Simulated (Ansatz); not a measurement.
TiH2 (space group I4/mmm)

```
TiH2
1.0
   -1.58689     1.58689     2.07337
    1.58689    -1.58689     2.07337
    1.58689     1.58689    -2.07337
Ti H
1 2
Direct
  0.00000   0.00000   0.00000
  0.25000   0.75000   0.50000
  0.75000   0.25000   0.50000
```

The volume is varied about the relaxed value V₀ at fixed cell shape. Symmetry pins the atoms to their sites.

These are PBEsol (plane waves to 420 eV, PAW, scalar-relativistic; Ansatz, an electronic-structure program) values and carry that method's errors. k mesh 20×20×20 (Γ-centred), Fermi-Dirac smearing 0.05 eV. The energy includes the smearing's −TS. Stress and pressure are positive under compression. With the shape held, the modulus is that of even scaling; a crystal free to change shape is softer. This is one of several known forms of TiH2; the measured ambient cells at hand have space group No. 225. TiH2 is run without spin polarisation. TiH2 was relaxed with its symmetry unable to fall. The zero of ΔE is the relaxed starting cell.

```json
[
 {"V (Å³/cell)": "17.54", "ΔE (eV/atom)": "0.113", "P (GPa)": "37.4"},
 {"V (Å³/cell)": "18.21", "ΔE (eV/atom)": "0.068", "P (GPa)": "27.3"},
 {"V (Å³/cell)": "18.88", "ΔE (eV/atom)": "0.036", "P (GPa)": "18.7"},
 {"V (Å³/cell)": "19.55", "ΔE (eV/atom)": "0.015", "P (GPa)": "11.5"},
 {"V (Å³/cell)": "20.22", "ΔE (eV/atom)": "0.004", "P (GPa)": "5.3"},
 {"V (Å³/cell)": "20.88", "ΔE (eV/atom)": "0.000", "P (GPa)": "0.0"},
 {"V (Å³/cell)": "21.55", "ΔE (eV/atom)": "0.003", "P (GPa)": "-4.5"},
 {"V (Å³/cell)": "22.22", "ΔE (eV/atom)": "0.012", "P (GPa)": "-8.4"},
 {"V (Å³/cell)": "22.89", "ΔE (eV/atom)": "0.026", "P (GPa)": "-11.7"},
 {"V (Å³/cell)": "23.56", "ΔE (eV/atom)": "0.044", "P (GPa)": "-14.5"},
 {"V (Å³/cell)": "24.23", "ΔE (eV/atom)": "0.066", "P (GPa)": "-16.9"}
]
```

What the scan shows:

| Quantity | Result |
|---|---|
| Pressure at the smallest volume | 37.4 GPa |
| Energy cost of the largest compression | 113 meV/atom |
| Energy cost of the largest expansion | 66 meV/atom |
| Bulk modulus at fixed cell shape B₀ (third-order Birch-Murnaghan fit) | 152 GPa |
| Pressure derivative B₀′ (fit) | 3.9 |
| Equilibrium volume of the fit | 6.96 Å³/atom |
| Pressure for 5 % compression (fit) | 8.6 GPa |

(A scan under strain: stresses follow from slopes of the energy per volume, elastic moduli from its curvatures.)
